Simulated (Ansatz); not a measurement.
Cu Kα1 powder pattern (kinematic, no thermal factors).
```csv
2θ (°),relative intensity
14.41,7
20.43,8
25.09,100
32.57,6
35.78,4
41.55,76
44.20,3
46.73,2
49.15,46
55.97,2
60.21,12
62.27,2
64.28,1
66.27,18
70.15,1
75.81,24
79.50,1
81.32,14
84.95,1
```

The pattern is computed from a structure relaxed with DFT PBE, scalar-relativistic, plane waves, PAW (Ansatz). No spin polarisation. Its elements are Cd, Mg, Se.

**Question.** Give the structure.

**Answer.** MgCd$_{3}$Se$_{4}$.
Space group P-43m (No. 215). a = 6.143 Å, b = 6.143 Å, c = 6.143 Å, α = 90.00°, β = 90.00°, γ = 90.00°
```json
{"atom": "Mg", "site": "1a", "symmetry": "-43m", "x": "0.0000", "y": "0.0000", "z": "0.0000"}
{"atom": "Cd", "site": "3c", "symmetry": "-42.m", "x": "0.0000", "y": "0.5000", "z": "0.5000"}
{"atom": "Se", "site": "4e", "symmetry": ".3m", "x": "0.7553", "y": "0.7553", "z": "0.2447"}
```

A pattern alone doesn't exclude other cells with like lines; this is the one computed.

The structure comes from a generated guess; another structure or a mixture of phases may lie lower.
